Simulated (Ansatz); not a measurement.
Data:

V2O5:
```yaml
crystal:
  lattice:
    - [6.16956, 0.00000, 0.00000]
    - [0.00000, 3.52000, 0.00000]
    - [-0.00150, 0.00000, 6.96644]
  atoms:
    - { symbol: V, position: [0.74080, 0.25000, 0.71858] }
    - { symbol: V, position: [0.25920, 0.75000, 0.28142] }
    - { symbol: V, position: [0.19388, 0.25000, 0.90212] }
    - { symbol: V, position: [0.80612, 0.75000, 0.09788] }
    - { symbol: O, position: [0.74113, 0.75000, 0.80406] }
    - { symbol: O, position: [0.25887, 0.25000, 0.19594] }
    - { symbol: O, position: [0.03853, 0.25000, 0.69844] }
    - { symbol: O, position: [0.96147, 0.75000, 0.30156] }
    - { symbol: O, position: [0.44299, 0.25000, 0.82609] }
    - { symbol: O, position: [0.55701, 0.75000, 0.17391] }
    - { symbol: O, position: [0.14333, 0.75000, 0.96798] }
    - { symbol: O, position: [0.85667, 0.25000, 0.03202] }
    - { symbol: O, position: [0.67584, 0.25000, 0.50244] }
    - { symbol: O, position: [0.32416, 0.75000, 0.49756] }
```

This is the LDA-relaxed structure. x, y and z are the axes in which the lattice vectors are written.

**Question.** All from LDA (plane waves, PAW; program Ansatz), unless another level is named. Estimate the band gap.

**Answer.** 1.43 eV (indirect).

**Question.** Next, the hole effective mass?

**Answer.** 1.9, 2.1, 2.8 mₑ (principal values).

**Question.** Next, the formation energy from the elements (no fitted shifts)?

**Answer.** -2.34 eV/atom.

**Question.** Give the smallest direct gap on the standard path.

**Answer.** 1.75 eV.

**Question.** Predict the conduction-band minimum.

**Answer.** at B (k = 0.000, 0.000, 0.500 in fractions of the reciprocal vectors).

**Question.** Predict the valence-band maximum.

**Answer.** on the A–E line, 94 % of the way from A (k = -0.500, 0.469, -0.500 in fractions of the reciprocal vectors).

Space group P2_1/m. The workflow started from a Materials Project entry (that database holds measured and hypothetical structures alike); the Crystallography Open Database copy checked does not list it. COD files the formula under space group No. 31, 59. Its standing as an ambient phase is unchecked. The cell was relaxed with LDA under the symmetry of its start; phonons show weakly imaginary modes. No spin polarisation was allowed. No Hubbard U is applied. A crystal of weakly bound layers computed without a dispersion correction: the cell and the soft elastic constants depend strongly on that. The references are the lowest solids computed at this level, not always the standard phases (solids in place of the gases).

Potentials: the earlier of the program's two PAW sets. The files were generated under PBE; for other functionals the program regenerates the frozen cores, and for LDA and PBEsol the local potential too.
